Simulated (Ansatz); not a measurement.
**Fields on a plane of PtAs2 (space group Pa-3)**

```yaml
crystal:
  lattice:
    - [6.05844, 0.00000, 0.00000]
    - [0.00000, 6.05844, 0.00000]
    - [0.00000, 0.00000, 6.05844]
  atoms:
    - { symbol: As, position: [0.38339, 0.38339, 0.38339] }
    - { symbol: As, position: [0.61661, 0.61661, 0.61661] }
    - { symbol: As, position: [0.11661, 0.61661, 0.88339] }
    - { symbol: As, position: [0.88339, 0.38339, 0.11661] }
    - { symbol: As, position: [0.88339, 0.11661, 0.61661] }
    - { symbol: As, position: [0.11661, 0.88339, 0.38339] }
    - { symbol: As, position: [0.61661, 0.88339, 0.11661] }
    - { symbol: As, position: [0.38339, 0.11661, 0.88339] }
    - { symbol: Pt, position: [0.00000, 0.00000, 0.00000] }
    - { symbol: Pt, position: [0.50000, 0.00000, 0.50000] }
    - { symbol: Pt, position: [0.50000, 0.50000, 0.00000] }
    - { symbol: Pt, position: [0.00000, 0.50000, 0.50000] }
```

The slice is a {110} plane (indices of the conventional cell) through the point (0.383, 0.117, 0.883) (fractional), spanned by u = [100] and v = [011] in vectors of this cell: u (6.06 Å) and v (8.57 Å, at 90° to u). It covers one period; positions are fractions (u, v).

Atoms on it: As at (0.50, 0.25), 0.1 Å off the plane; As at (0.00, 0.00). Other atoms lie within 1 Å of the plane.

All values below come from PBE (plane waves to 420 eV, PAW, scalar-relativistic; Ansatz, a first-principles code). k mesh 5×5×5. Inside the PAW spheres the values are not all-electron values, and peaks at nuclei hang on which shells count as valence. PtAs2 is run without spin polarisation. PtAs2 was relaxed with its symmetry unable to fall. Spin-orbit coupling is left out, though Pt is heavy.

```
|x7830156433697|
|99720378753368|
|76421368741025|
|43332235420002|
|34344201111012|
|34587300134432|
|25898511367642|
|14887633468741|
|02565533335620|
|23322234443421|
|66300034443335|
|88510267643257|
|99632689972148|
|8643697x783027|
|433379xxx83004|
|3333697x783002|
|66423689973025|
|99720257643378|
|x7830023343697|
|xx84003434379x|
```
Scale: ten equal steps from 0.05 (start of '0') to 0.68 (end of '9'), in the order '0123456789'. Values: electron localisation function (ELF). The map has 14 points along u (one character each, u = 0 at the left) and 20 along v (v = 0 in the bottom row). Points within 0.5 Å of a nucleus are blanked (x), as the pseudised field means little there.

| v \ u | 0.00 | 0.14 | 0.29 | 0.43 | 0.57 | 0.71 | 0.86 |
|---|---|---|---|---|---|---|---|
| 0.90 | x | 3.4 | 7.9 | 4.3 | 1.9 | 6.2 | 3.7 |
| 0.75 | 5.6 | 0.7 | 6.2 | 7.1 | 7.1 | 6.9 | 7.9 |
| 0.60 | 7.9 | 1.8 | <0.0 | 7.2 | 4.5 | 1.7 | 6.2 |
| 0.45 | 1.8 | 6.3 | 8.1 | 7.4 | 0.1 | 3.4 | 6.3 |
| 0.30 | 2.3 | 2.1 | 5.3 | x | x | 5.6 | 7.0 |
| 0.15 | 4.1 | 5.6 | 7.3 | x | x | 7.1 | 7.5 |
| 0.00 | x | x | 7.8 | 6.7 | <0.0 | 1.1 | x |

Values: electrostatic potential energy of an electron, from the cell's mean, in eV. Points within 1 Å of a nucleus are blanked (x), as the pseudised field means little there. Values under 0 eV are set to 0. The zero, the cell's mean, hangs on the PAW cores.
